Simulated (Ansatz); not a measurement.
## TlB4Cl in Ansatz, single run

input.yaml:

```yaml
crystal:
  lattice:
    - [0.0, 3.711562, 3.711562]
    - [3.711562, 0.0, 3.711562]
    - [3.711562, 3.711562, 0.0]
  atoms:
    - { symbol: Tl, position: [0.5, 0.5, 0.5] }
    - { symbol: Cl, position: [0.0, 0.0, 0.0] }
    - { symbol: B, position: [0.127, 0.127, 0.127] }
    - { symbol: B, position: [0.619, 0.127, 0.127] }
    - { symbol: B, position: [0.127, 0.127, 0.619] }
    - { symbol: B, position: [0.127, 0.619, 0.127] }
  symmetry: { tolerance: 0.0003 }
kpoints:
  mp_grid: { grid: [1, 1, 1], shift: [0, 0, 0] }
magnetization:
  spin_polarized: false
scf:
  occupations: { method: fermi_dirac }
  max_iter: 50
hamiltonian:
  pseudopotentials: { kind: paw }
  xc: pbe
basis:
  ecutwfc: 420
output:
  forces: true
  stress: true
  eigenvalues: true
```

The command:

```bash
ansatz run input.yaml --threads 1 --pin off --max-ram 2560MiB --backend cpu --events-out ev --progress --plain --runs-dir out
```

Origin of the cell: a known structure type with other elements, at an estimated volume, so it need not be a known compound.

The smearing width isn't typed, so it takes its default of 0.1 eV.

Output (shortened):

```
SCF iter   1: F=—  HF=-13130.999890 eV  Δρ=2.71e-2  dr2=6.22e-1
SCF iter   2: F=—  HF=-13130.894050 eV  Δρ=1.20e-2  dr2=1.58e-1
SCF iter   3: F=—  HF=-13130.894548 eV  Δρ=6.87e-3  dr2=8.02e-2
SCF iter   4: F=—  HF=-13130.880861 eV  Δρ=1.95e-3  dr2=1.95e-3
SCF iter   5: F=—  HF=-13130.881438 eV  Δρ=5.48e-4  dr2=3.11e-4
SCF iter   6: F=—  HF=-13130.881333 eV  Δρ=1.82e-4  dr2=2.37e-5
SCF iter   7: F=—  HF=-13130.881317 eV  Δρ=9.12e-5  dr2=9.02e-6
SCF iter   8: F=—  HF=-13130.881314 eV  Δρ=2.80e-5  dr2=7.48e-7
SCF iter   9: F=-13130.881314 eV  HF=-13130.881314 eV  Δρ=7.39e-6  dr2=4.59e-8
SCF 1 converged in 9 iterations: F = -13130.881314 eV  dr2 = 4.59e-8
SCF converged after 9 iterations
Free energy (F): -13130.881314 eV
Harris-Foulkes:  -13130.881314 eV  (|F-HF|=2.76e-8)
Internal energy: -13130.881291 eV  (E = F + TS)
E sigma→0 (E₀):  -13130.881302 eV
Entropy (-TS):   -0.000023 eV (-0.004 meV/atom)
[… 18 lines left out …]
  atom   2  Cl    -0.000000    -0.000000    -0.000000
  atom   3  B      5.255823     5.255823     5.255823
  atom   4  B      5.255823    -5.255823    -5.255823
  atom   5  B     -5.255823    -5.255823     5.255823
  atom   6  B     -5.255823     5.255823    -5.255823
  max |Σ_I F_I| component: 0.00e0 eV/Å
--- Stress (GPa, compression-positive) ---
        5.097481       0.000000       0.000000
       -0.000000       5.097481      -0.000000
       -0.000000      -0.000000       5.097481
  P = ⅓ Tr σ = 5.0975 GPa (50.975 kbar)
```

Q: Why shouldn't this run be trusted?

A: It holds one k-point for a small cell: `kpoints.mp_grid.grid` typed as [1, 1, 1]. The calculation finished and met its thresholds. Its numbers aren't properties of the system.

It ran for 1.2 s on 1 thread of AMD EPYC 7R43 64-Core Processor (Zen 3), with other jobs on the host, peak memory 0.35 GiB, from the program's own first density.
